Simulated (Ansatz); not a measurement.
A geometry of Al₂O₃ away from equilibrium: the start of the relaxation of a generated trial cell of Al2O3 in the AFLOW prototype A3B2_hR5_155_e_c (D5_e, as in Ni3S2). Computed with r2SCAN (plane waves to 500 eV, PAW, scalar-relativistic; Ansatz, a first-principles code). Γ-centred k-mesh 7×7×7 on the run's cell (coarser than for final values), Fermi–Dirac smearing 0.05 eV.

```xyz
5
Lattice="2.4616 1.4212 2.0365 -2.4616 1.4212 2.0365 0.0000 -2.8424 2.0365" Properties=species:S:1:pos:R:3 pbc="T T T"
O     -1.2559     0.0000     3.0548
O      0.6280    -1.0876     3.0548
O      0.6280     1.0876     3.0548
Al     0.0000     0.0000     1.5402
Al     0.0000     0.0000     4.5693
```

Q: Which atoms carry the largest force, and which way does it point?

A: 3.38 eV/Å, on O1, O2, O3 (atoms numbered as listed); on O3 its components are (1.69, 2.93, 0.00).

Q: What is the pressure?

A: +21.1 GPa, compression positive.

No spin polarisation in the result.

The run could not lose the symmetry of its start; a randomly shaken copy of 10 atoms returns to this structure.

The end of the path is a generated cell of Al2O3: the first start was made by placing the elements on the sites of a structure type, and the end was not matched to a known phase here, so it may be hypothetical. Known forms of Al2O3 include space group No. 167.
